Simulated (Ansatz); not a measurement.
Relaxed-ion elastic tensor of AlV in space group Cmmm (No. 65; Al on 2a, V on 2c) in GPa (Voigt order), PBEsol in the plane-wave PAW code Ansatz; density 4.68 g/cm³, 13.84 Å³ per atom.

```csv
,1,2,3,4,5,6
1,177,149,124,0.0,0.0,0.0
2,149,250,74.9,0.0,0.0,0.0
3,124,74.9,263,0.0,0.0,0.0
4,0.0,0.0,0.0,97.2,0.0,0.0
5,0.0,0.0,0.0,0.0,153,0.0
6,0.0,0.0,0.0,0.0,0.0,146
```

Task: Is the crystal mechanically stable?

Result: Yes: the smallest eigenvalue of C is 43.7 GPa.

Task: Work out the Voigt, Reuss and Hill averages.

Result: K_V = 154, K_R = 153, K_H = 154; G_V = 102, G_R = 62.3, G_H = 82.2 GPa.

Task: Give Young's modulus, Poisson's ratio, Pugh's ratio and the universal anisotropy index.

Result: E = 9KG/(3K + G) = 209 GPa; ν = 0.27; K/G = 1.87 (ductile by the Pugh limit of 1.75); A_U = 5G_V/G_R + K_V/K_R − 6 = 3.20.

Task: Estimate the sound speeds and the Debye temperature.

Result: v_l = √((K + 4G/3)/ρ) = 7500 m/s, v_t = √(G/ρ) = 4190 m/s, mean 4670 m/s; Θ = (h/k)(3n/4πV)^(1/3) v_m = 579 K.

Task: How much does each axis shrink under pressure?

Result: Linear compressibilities β_i = Σ_j S_ij (j = 1 to 3): x 2.8, y 1.7, z 2.0 per TPa.

The first step of the workflow began from a Materials Project structure, measured or hypothetical; the Crystallography Open Database copy checked does not list it. With Al and V taken as one species the cell has the higher symmetry I4/mmm, so it may be an ordered model of a mixed-site phase. Whether it is the stable phase at ambient conditions was not checked. The PBEsol relaxation kept the symmetry of its start; its stability against distortions is not shown here. The run is not spin-polarised. As this level gives no gap, shear constants depend on the k-mesh and smearing (Fermi–Dirac, 0.1 eV here).

Potentials: the later of the program's two PAW sets.
